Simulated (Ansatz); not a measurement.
# Si, one cell by several methods

```
Si
1.0
    -2.26591    2.38419    1.28344
     2.26591   -2.38419    1.28344
     2.26591    2.38419   -1.28344
Si
2
Direct
  0.80700 0.55700 0.25000
  0.19300 0.44300 0.75000
```

Atom numbers follow the list: Si1, Si2.

The cell comes from COD entry 9011656, which wasn't checked; take it as a given geometry. The listed cell was then made from it by scaling, straining or moving an atom.

All numbers are computed: DFT, LDA, PAW with Ansatz's default frozen-core files, scalar-relativistic (Ansatz 0.2.0); DFT, LDA, all-electron PAW with datasets made for the crystal, scalar-relativistic (Ansatz 0.2.0); DFT, LDA, all-electron LAPW, scalar-relativistic (Ansatz 0.2.0).

For PAW: a Γ-centred 16×16×16 k mesh, Fermi–Dirac smearing of 0.05 eV, cutoff 420 eV, no spin polarisation; the PAW files were made with PBE, and the program remakes their frozen cores for this functional. The crystal-made all-electron datasets (AE datasets) take a cutoff of 200 eV at this cell. LAPW targets a basis error of 0.5 meV/atom. The Ansatz runs share mesh, smearing and spin set-up. Plane-wave (PAW) pressures include the program's estimate of the Pulay term.

Stress and pressure are positive in compression.

The change that made this cell: volume scaled by 1.02.

In a metal, gradients converge slowly with the k mesh: the values move by tens of per cent from one mesh to another, at times in sign, so only the comparison on one mesh counts.

| quantity | PAW | AE datasets | LAPW |
| --- | --- | --- | --- |
| pressure (GPa) | 7.72 | 7.69 | 7.70 |
| stress xx (GPa) | 7.04 | 7.01 | 7.02 |
| stress yy (GPa) | 8.86 | 8.81 | 8.81 |
| stress zz (GPa) | 7.27 | 7.26 | 7.26 |
| force on Si1, z (eV/Å) | 0.032 | 0.032 | 0.032 |
| field gradient Vzz at Si1 (10²¹ V/m²) | -2.55 | -2.54 | – |

PAW's pressure differs from the LAPW value by +0.03 GPa. Datasets made for the crystal and LAPW share parts of one code, so their agreement isn't an independent check.
